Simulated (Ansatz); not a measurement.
# Relaxing chromium (simple cubic)

Theory: Ansatz, DFT, BLYP, plane waves (420 eV) with PAW, scalar-relativistic. The PAW files were generated under PBE, with cores re-solved for the functional.

k-point mesh 13×13×13, Fermi-Dirac smearing 0.1 eV, no spin polarisation. Cell and atoms relax.

Starting structure:

```yaml
crystal:
  lattice:
    - [2.3484326893, 0.0, 0.0]
    - [0.0, 2.3484326893, 0.0]
    - [0.0, 0.0, 2.3484326893]
  atoms:
    - { symbol: Cr, position: [0.0, 0.0, 0.0] }
hamiltonian:
  xc: blyp
  pseudopotentials:
    kind: paw
    azcp:
      Cr: "pseudopotentials/Cr.paw.azcp"
basis:
  ecutwfc: 420
  fft_grid_basis: typed
kpoints:
  mp_grid: { grid: [13, 13, 13], shift: [0, 0, 0] }
magnetization:
  spin_polarized: false
scf:
  occupations: { method: fermi_dirac, width: 0.1 }
relax:
  max_steps: 60
  f_tol: 0.01
  cell: {}
```

Question: What cell does the relaxation end in?

Answer: Pm-3m with a = 2.368 Å; 13.27 Å³ per atom against 12.95 at the start (2.5 %).

Question: How much energy does the relaxation gain?

Answer: 4.4 meV per atom.

Path of the relaxation (the plane waves are chosen anew near the end, which can shift the energy a little):

| step | E − E(final) (meV/atom) | V (Å³/atom) | P (GPa) | max force (eV/Å) |
| --- | --- | --- | --- | --- |
| 0 | 4.38 | 12.952 | 4.44 | 0.000 |
| 1 | 0.66 | 13.160 | 1.49 | 0.000 |
| 2 | 0.19 | 13.268 | 0.05 | 0.000 |
| 3 | 0.19 | 13.272 | 0.00 | 0.000 |
| 4 | 0.00 | 13.272 | 0.04 | 0.000 |

Spin polarisation is off here; a magnetic state may lie lower.
